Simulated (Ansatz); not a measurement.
AlIr (CsCl type, space group No. 221) under volume change, the program Ansatz at the PBEsol level (PAW), scaled uniformly.

```csv
V (Å³/atom),E − E(relaxed) (meV/atom),P (GPa)
12.155,99.2,28.82
12.555,41.6,17.58
12.956,9.8,8.07
13.357,0.0,0.00
13.758,8.8,-6.83
14.158,33.3,-12.61
14.559,71.1,-17.49
```

### Question
What does a third-order Birch–Murnaghan fit give for V₀, B₀ and B′?

### Answer
V₀ = 13.36 Å³/atom, B₀ = 247 GPa, B′ = 4.5.

Space group Pm-3m (CsCl type). The first step of the workflow began from a Materials Project structure, measured or hypothetical; the Crystallography Open Database copy checked does not list it. With Al and Ir taken as one species the cell has the higher symmetry Im-3m, so it may be an ordered model of a mixed-site phase. Whether it is the stable phase at ambient conditions was not checked. The cell was relaxed with PBEsol under the symmetry of its start; of distortions, only those at the zone centre were tested. No spin polarisation was allowed. Spin–orbit coupling is left out wherever it is not named.

Potentials: the later of the program's two PAW sets.
